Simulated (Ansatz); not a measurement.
# Zone-centre phonons of MgRh at 8 GPa: input and output

All numbers below come from DFT LDA, scalar-relativistic, plane waves, PAW in Ansatz 0.2.0.

Launched with:
```bash
ansatz run input.yaml --threads 1 --pin off --max-ram 3072MiB --backend cpu --events-out ev --progress --plain --runs-dir out
```

Input (bare energies are in eV):
```yaml
crystal:
  lattice:
    - [2.9978542081, 0.0, 0.0]
    - [0.0, 2.9978542081, 0.0]
    - [0.0, 0.0, 2.9978542081]
  atoms:
    - { symbol: Mg, position: [0.0, 0.0, 0.0] }
    - { symbol: Rh, position: [0.5, 0.5, 0.5] }
basis:
  ecutwfc: 420
kpoints:
  mp_grid: { grid: [14, 14, 14] }
hamiltonian:
  xc: lda
scf:
  occupations: { method: fermi_dirac, width: 0.15 }
output:
  eigenvalues: true
phonons:
  method: dfpt
  eigenvectors: true
```

Results section of the output:
```
--- Phonons (Γ-DFPT): 2 representative perturbations + reference, on 288 of 2744 k-points (Σ response iterations 6) ---
  k mesh reduced under 8 symmetry operations, with k and −k counted as one. Each operation leaves every solved perturbation unchanged. A smaller set is not used because it would not reduce the number of displacements ...
  ASR residual: 1.321e-4 → 0.000e0 eV/Å²; symmetrization residual: 4.061e-6 eV/Å²
  ASR residual per site (eV/Å²): 1.93e-5 1.32e-4
  Γ frequencies (cm⁻¹): 0.00 0.00 0.00 319.09 319.09 319.09
  non-analytic LO–TO correction: not included (Born effective charges unavailable; polar crystals: no LO–TO splitting at Γ)
```

Time: 36 s on 1 thread of Arm Neoverse V1 (shared host), peak memory 0.63 GiB.

In a metal, frequencies and elastic constants depend on the k mesh and the smearing, soft modes and shear constants most. Other phases may be more stable at this pressure.